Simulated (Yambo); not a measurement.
## WS2 monolayer: lowest vertical excitons

```xyz
3
Lattice="3.1231 0.0000 0.0000 -1.5615 2.7046 0.0000 0.0000 0.0000 16.1000" Properties=species:S:1:pos:R:3 pbc="T T T"
S      0.0000     0.0000    -1.5597
S      0.0000     0.0000     1.5597
W      1.5615     0.9015     0.0000
```

The layer was cut from Materials Project entry mp-224 and relaxed with LDA in a cell 16.1 Å high, with the Coulomb interaction truncated along z.

BSE in Yambo on LDA (pw.x of Quantum ESPRESSO, ONCV potentials, without SOC) bands: 18×18×1 mesh, 4 valence and 4 conduction bands, static screening with 38 bands and a 3 Ry block, scissor 0.97 eV, Tamm-Dancoff, stochastic integration of W near q = 0; field along x.

```
state  energy (eV)  states within 2 meV  relative strength   class  main transitions
-----  -----------  -------------------  -----------------  ------  ----------------
1             2.44                    2               0.50  strong   VB → CB (100 %)
2             2.71                    2               0.43  strong   VB → CB (100 %)
3             2.75                    1             < 0.01    dark   VB → CB (100 %)
4             2.76                    1             < 0.01    dark   VB → CB (100 %)
5             2.78                    2             < 0.01    dark   VB → CB (100 %)
6             2.84                    2               0.01    weak   VB → CB (100 %)
7             2.85                    2             < 0.01    dark   VB → CB (100 %)
8             2.87                    2             < 0.01    dark   VB → CB (100 %)
9             3.06                    2               0.98  strong    VB → CB (94 %)
10            3.09                    1             < 0.01    dark    VB → CB (99 %)
```

These are vertical excitations (zero momentum). The direct quasiparticle gap on this mesh is 2.97 eV; counted from there, state 1 is bound by 0.53 eV. On a 15×15×1 mesh the same difference is 0.56 eV.

States at or above the direct gap are the continuum as this mesh samples it, not bound excitons.

Spin singlets only. Strengths are relative to the strongest of the lowest states of this run; strong means a line over 3 % of the spectrum's maximum, dark under 0.03 %. Absolute energies carry the error of the G0W0 scissor, whose convergence isn't established.

Spin-orbit coupling is left out, which matters for elements this heavy: edges can move by tenths of an eV.
